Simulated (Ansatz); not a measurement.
Be:
```xyz
2
Lattice="2.2625 0.0000 0.0000 -1.1312 1.9594 0.0000 0.0000 0.0000 3.5664" Properties=species:S:1:pos:R:3 pbc="T T T"
Be     0.0000     1.3062     2.6748
Be     1.1312     0.6531     0.8916
```

Relaxed with PBE. Special points in fractions of this cell's reciprocal vectors: Γ (0.000, 0.000, 0.000); M (0.500, 0.000, 0.000); K (0.333, 0.333, 0.000); A (0.000, 0.000, 0.500); L (0.500, 0.000, 0.500); H (0.333, 0.333, 0.500).

Problem. List the band energies nearest the Fermi level at these points for PBE (plane waves, PAW; program Ansatz).

Solution. In eV from the Fermi level; about four levels below and three above (degenerate sets whole), none deeper than 8.9 eV; … stands for higher levels left out; points with the same levels are listed once.

| k | below | above |
|---|---|---|
| Γ | -4.49 | 1.05 … |
| M | -5.04 -3.17 | 3.59 6.45 … |
| K | -2.51 -1.04 -1.04 | … |
| A | – | 10.63 10.63 … |
| L | -3.66 -3.66 | 1.53 1.53 … |
| H | -1.17 -1.17 | 0.32 0.32 … |

Space group P6_3/mmc (hcp (Mg type)). Symmetry was held in the PBE relaxation.

Potentials: the earlier of the program's two PAW sets.
